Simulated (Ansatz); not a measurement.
AgW:
```
CELL_PARAMETERS angstrom
      4.64189     0.00000     0.00000
      0.00000     2.73330     0.00000
      0.00000     0.00000     5.24970
ATOMIC_POSITIONS crystal
  W  0.25000 0.00000 0.86924
  W  0.75000 0.00000 0.13076
  Ag 0.25000 0.50000 0.36268
  Ag 0.75000 0.50000 0.63732
```

Relaxed with PBE. Special points in fractions of this cell's reciprocal vectors: Γ (0.000, 0.000, 0.000); X (0.500, 0.000, 0.000); S (0.500, 0.500, 0.000); Y (0.000, 0.500, 0.000); Z (0.000, 0.000, 0.500); U (0.500, 0.000, 0.500); R (0.500, 0.500, 0.500); T (0.000, 0.500, 0.500).

Q: List the band energies nearest the Fermi level at these points for PBE in the plane-wave PAW code Ansatz.

A: In eV from the Fermi level; about four levels below and three above (degenerate sets whole), none deeper than 8.9 eV; points with the same levels are listed once.

| k | below | above |
|---|---|---|
| Γ | -2.46 -2.11 -1.71 -0.09 | 1.02 1.66 2.22 |
| X | -2.55 -2.55 -1.89 -1.89 | 0.00 0.00 1.94 1.94 |
| S | -1.20 -1.20 -0.85 -0.85 | 2.95 2.95 3.67 3.67 |
| Y | -2.36 -1.77 -1.46 -0.48 | 0.10 0.59 1.11 |
| Z | -2.94 -2.47 -1.89 -1.68 | 0.78 1.63 2.22 |
| U | -2.15 -2.15 -1.07 -1.07 | 1.65 1.65 3.04 3.04 |
| R | -1.26 -1.26 -0.70 -0.70 | 0.72 0.72 1.67 1.67 |
| T | -1.44 -1.31 -0.51 -0.51 | 0.88 1.31 2.29 |

Space group Pmma. The start of the workflow was typed in or built on a structure type; neither database checked (COD, Materials Project) lists it. Whether it is the stable phase at ambient conditions was not checked. The PBE relaxation kept the symmetry of its start; whether a distortion lowers the energy is not shown. No spin polarisation was allowed. Its formation energy is positive at this level, so the cell may be metastable or incomplete. Spin–orbit coupling is left out wherever it is not named.

Potentials: the later of the program's two PAW sets.
